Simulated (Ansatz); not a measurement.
## Mo: clamped-ion strain scan

Level of theory: DFT r2SCAN, scalar-relativistic, plane waves, PAW in Ansatz. Settings: plane waves to 500 eV, k-mesh 26×26×26 (Γ-centred), Gaussian smearing 0.15 eV. No spin polarisation. Energies are free energies at this smearing, counted from the undisturbed cell; pressure is positive in compression.

Reference structure (relaxed at this level; with this scan's settings it stands at 0.1 GPa):

```xyz
1
Lattice="-1.5752 1.5752 1.5752 1.5752 -1.5752 1.5752 1.5752 1.5752 -1.5752" Properties=species:S:1:pos:R:3 pbc="T T T"
Mo    0.0000    0.0000    0.0000
```

The cell is strained by ε times the Voigt pattern (0, 1, 0, 0, 0, 0) (xx, yy, zz, yz, xz, xy; engineering shear) with fractional coordinates fixed. The cell is metallic on the mesh throughout.

Task: Over the sampled range (-0.0400 to 0.0400), is the undisturbed cell the lowest point?

Result: Yes, every other sampled point lies higher.

Task: Which end lies higher in energy, -0.0400 or +0.0400?

Result: -0.0400: 42.9 against 35.5.

The scan:

```tsv
ε	ΔE (meV/atom)
-0.0400	42.9
-0.0300	23.8
-0.0200	10.4
0.0000	0.0
0.0100	2.3
0.0300	20.4
0.0400	35.5
```

Cost: 7 runs of about 5.8 core-minutes in all, on Intel Xeon Processor @ 2.50GHz (Skylake/Cascade Lake) (shared hosts).